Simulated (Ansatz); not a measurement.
Input and command of a calculation in Ansatz (plane waves; scalar-relativistic PAW potentials unless the input names others):

```yaml
crystal:
  lattice:
    - [3.4215779559, 0.0, 0.0]
    - [-1.710788978, 2.9631734309, 0.0]
    - [0.0, 0.0, 12.2544276099]
  atoms:
    - { symbol: Sn, position: [0.3333333333, 0.6666666667, 0.1579925345] }
    - { symbol: Sn, position: [0.6666666667, 0.3333333333, 0.8420074655] }
    - { symbol: P, position: [0.0, 0.0, 0.0] }
    - { symbol: P, position: [0.3333333333, 0.6666666667, 0.5493378149] }
    - { symbol: P, position: [0.6666666667, 0.3333333333, 0.4506621851] }
basis:
  ecutwfc: 420
kpoints:
  mp_grid: { grid: [12, 12, 4] }
hamiltonian:
  xc: pbe
scf:
  occupations: { method: gaussian, width: 0.1 }
  max_iter: 50
output:
  forces: true
  eigenvalues: true
  stress: true
total_charge: 0.5
```

```bash
ansatz run input.yaml --threads 1 --pin off --max-ram 2560MiB --backend cpu --events-out ev --progress --plain --runs-dir out
```

Abridged log:
```
Basis set: ecut = 420 eV, 2441 PW (Γ), exchange–correlation on 48×48×180 points (8 copies of the dense FFT grid, shifted against one another)
Bands: 27, of which v1, the nominal top of the filled ones, is band 21 counted from 1 (20 counted from 0)
Symmetry: 12 space group operations
k-points: 69 of 576
SCF iter   1: F=—  HF=-14319.345657 eV  |F-HF|=—  |Δ(HF+E_count)|=         —  Δρ=2.75e-2  dr2=1.05e1  ethr=1.77e-3  ⟨swp⟩=7.8  Hψ=10315  notcnv=0
SCF iter   2: F=—  HF=-14318.744489 eV  |F-HF|=—  |Δ(HF+E_count)|=   6.01e-1  Δρ=1.03e-2  dr2=1.86e0  ethr=1.77e-3  ⟨swp⟩=3.3  Hψ=4172  notcnv=0  defer=72
SCF iter   3: F=—  HF=-14318.585217 eV  |F-HF|=—  |Δ(HF+E_count)|=   1.59e-1  Δρ=4.67e-3  dr2=5.03e-1  ethr=1.77e-3  ⟨swp⟩=2.5  Hψ=2371  notcnv=0  defer=73
SCF iter   4: F=—  HF=-14318.526015 eV  |F-HF|=—  |Δ(HF+E_count)|=   5.92e-2  Δρ=1.98e-3  dr2=9.40e-2  ethr=1.18e-3  ⟨swp⟩=2.2  Hψ=2558  notcnv=0  defer=73
SCF iter   5: F=—  HF=-14318.518565 eV  |F-HF|=—  |Δ(HF+E_count)|=   7.45e-3  Δρ=1.16e-3  dr2=1.89e-2  ethr=2.21e-4  ⟨swp⟩=1.5  Hψ=1924  notcnv=0  defer=74
SCF iter   6: F=—  HF=-14318.517491 eV  |F-HF|=—  |Δ(HF+E_count)|=   1.07e-3  Δρ=5.00e-4  dr2=4.64e-4  ethr=4.45e-5  ⟨swp⟩=2.1  Hψ=2192  notcnv=0  defer=74
SCF iter   7: F=—  HF=-14318.517483 eV  |F-HF|=—  |Δ(HF+E_count)|=   7.44e-6  Δρ=1.57e-4  dr2=1.62e-4  ethr=1.09e-6  ⟨swp⟩=2.0  Hψ=3671  notcnv=0  defer=72
SCF iter   8: F=—  HF=-14318.517481 eV  |F-HF|=—  |Δ(HF+E_count)|=   2.67e-6  Δρ=5.60e-5  dr2=1.90e-5  ethr=3.82e-7  ⟨swp⟩=2.3  Hψ=2689  notcnv=0  defer=72
SCF iter   9: F=—  HF=-14318.517482 eV  |F-HF|=—  |Δ(HF+E_count)|=   8.68e-7  Δρ=1.91e-5  dr2=1.45e-6  ethr=4.48e-8  ⟨swp⟩=2.0  Hψ=2354  notcnv=0  defer=72
SCF iter  10: F=—  HF=-14318.517482 eV  |F-HF|=—  |Δ(HF+E_count)|=   2.64e-7  Δρ=7.85e-6  dr2=3.52e-7  ethr=3.40e-9  ⟨swp⟩=2.0  Hψ=3131  notcnv=0  defer=72
SCF iter  11: F=-14318.517482 eV  HF=-14318.517482 eV  |F-HF|=1.82e-8  |Δ(HF+E_count)|=   2.89e-8  Δρ=3.43e-6  dr2=5.69e-8  ethr=2.35e-10  ⟨swp⟩=12.0  Hψ=9611  notcnv=0
SCF 1 converged in 11 iterations: F = -14318.517482 eV  dr2 = 5.69e-8
SCF converged after 11 iterations
Free energy (F): -14318.517482 eV
Harris-Foulkes:  -14318.517482 eV  (|F-HF|=1.82e-8)
Internal energy: -14318.508284 eV  (E = F + TS)
E sigma→0 (E₀):  -14318.512883 eV
Entropy (-TS):   -0.009198 eV (-1.840 meV/atom)
Fermi energy:    7.311945 eV
--- Forces (eV/Å), atoms counted from 1 ---
  atom   1  Sn     0.00000000     0.00000000     0.01015276
  atom   2  Sn     0.00000000     0.00000000    -0.01015276
  atom   3  P      0.00000000     0.00000000     0.00000000
  atom   4  P      0.00000000     0.00000000    -0.20964203
  atom   5  P      0.00000000     0.00000000     0.20964203
--- Stress (GPa, compression-positive) ---
        1.132160       0.000000       0.000000
        0.000000       1.132160       0.000000
        0.000000       0.000000      -0.100158
  P = ⅓ Tr σ = 0.7214 GPa (7.214 kbar)
```

Task: Find the fault.

Result: The fault is a net charge on a solid that should be neutral, 0.5 electrons a cell too few, offset by a uniform background, so that energy and pressure hang on that convention (total_charge: not typed → 0.5, the first being the value of the sound run). Setting it back cures it. The run converged all the same, with a total energy on another zero, pressure 0.72 GPa (with the neutralising background of the charged cell), largest force 0.210 eV/Å, no gap on the mesh, so convergence alone doesn't show that an input is right. A reference run on usual settings, whose relaxation ended at this geometry, converged, and the end of its own relaxation has pressure 0.01 GPa, largest force 0.007 eV/Å, no gap on the mesh.

It took 20 s on 1 thread of Arm Neoverse V1, on a shared host, peak memory 0.46 GiB.